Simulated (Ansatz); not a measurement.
Mo3Ir (Cu3Au type, Pm-3m) at seven volumes, r²SCAN (plane waves, PAW; program Ansatz), scaled uniformly. One row is withheld.

| V (Å³/atom) | P (GPa) |
|---|---|
| 13.878 | 33.54 |
| 14.336 | 20.52 |
| 14.793 | ? |
| 15.251 | 0.00 |
| 15.708 | -8.09 |
| 16.166 | -14.99 |
| 16.623 | -20.86 |

Q: Fit the shown pressures and predict the withheld one.

A: P = (3/2)B₀(x^(7/2) − x^(5/2))[1 + (3/4)(B′ − 4)(x − 1)] with x = (V₀/V)^(2/3). Least squares on the six rows gives V₀ = 15.250 Å³/atom, B₀ = 291 GPa, B′ = 4.26. At V = 14.793, x = 1.0205 and P = 9.45 GPa. The run itself gave 9.46 GPa.

A made-up cell: these elements were put on the sites of a structure type; neither database checked (COD, Materials Project) lists it. Its standing as an ambient phase is unchecked. Symmetry was held in the r²SCAN relaxation; its stability against distortions is not shown here. No spin polarisation was allowed. Scalar-relativistic: spin–orbit coupling is off unless named, which matters more the heavier the elements.

Potentials: the earlier of the program's two PAW sets.
